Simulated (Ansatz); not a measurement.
A: ZnCu$_{2}$SnSe$_{4}$ (kesterite type, space group I-4), a = b = 5.7636 Å, c = 11.5260 Å, α = β = γ = 90.00°
B: MgB$_{2}$ (AlB2 type, space group P6/mmm), a = b = 3.0743 Å, c = 3.5275 Å, α = β = 90.00°, γ = 120.00°
C: TaAs (NbAs type, space group I4_1md), a = b = 3.4631 Å, c = 11.7330 Å, α = β = γ = 90.00°
D: Co$_{2}$Si (Co2Si type, space group Pnma), a = 4.8833 Å, b = 3.7111 Å, c = 7.0417 Å, α = β = γ = 90.00°

Scan: energy against volume (even scaling of the relaxed cell, symmetry kept). All come from one method, each on a k mesh of its own. All were relaxed with their symmetry unable to fall. At this level the bands of TaAs touch or barely overlap. At this level the bands of ZnCu2SnSe4 touch or barely overlap. Relaxed Co2Si ends ferromagnetic. Spin-orbit coupling is left out. TaAs is run without spin polarisation. ZnCu2SnSe4 is run without spin polarisation. The magnetic order is the one the run started from; other orders were not tried. (This holds for the magnetic or f-shell members.)

Put the candidates in order of bulk modulus at fixed cell shape (fitted), highest first, for PBE (plane waves to 420 eV, PAW, scalar-relativistic; Ansatz, a program for electronic structure).

D (219 GPa), C (177 GPa), B (152 GPa), A (55.9 GPa)

(Under strain, the slope of the energy per volume gives the stress and its curvature an elastic modulus.)
